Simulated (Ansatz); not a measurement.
Se:
```cif
data_Se3
_chemical_formula_sum 'Se3'
_space_group_name_H-M_alt 'P3121'
_space_group_IT_number 152
_space_group_name_Hall 'P 31 2"'
_cell_length_a 4.03724
_cell_length_b 4.03724
_cell_length_c 5.12266
_cell_angle_alpha 90.000
_cell_angle_beta 90.000
_cell_angle_gamma 120.000
loop_
_atom_site_label
_atom_site_type_symbol
_atom_site_symmetry_multiplicity
_atom_site_Wyckoff_symbol
_atom_site_fract_x
_atom_site_fract_y
_atom_site_fract_z
_atom_site_occupancy
Se1 Se 3 b 0.75121 0.75121 0.50000 1
```

Relaxed at zero pressure with PBEsol in the plane-wave PAW code Ansatz.

Task: The volume is lowered by 3 % and shape and atoms relax at that volume. What pressure results, and how do the axes share the change?

Result: 0.8 GPa; a -1.6 %, b -1.6 %, c 0.2 %; the energy rises by 2 meV/atom.

Task: Give the new structure.

Result: 
Space group P3₁21 (No. 152); a = b = 3.972 Å, c = 5.133 Å, α = β = 90.00°, γ = 120.00°

```csv
atom,site,symmetry,x,y,z
Se,3b,.2.,0.7463,0.7463,0.5000
```

The phase is kept; no other phase was compared at this pressure.

Space group P3_121 (trigonal Se type). The PBEsol relaxation kept the symmetry of its start. A crystal of weakly bound chains computed without a dispersion correction: the cell and the soft elastic constants depend strongly on that.

Potentials: the later of the program's two PAW sets.
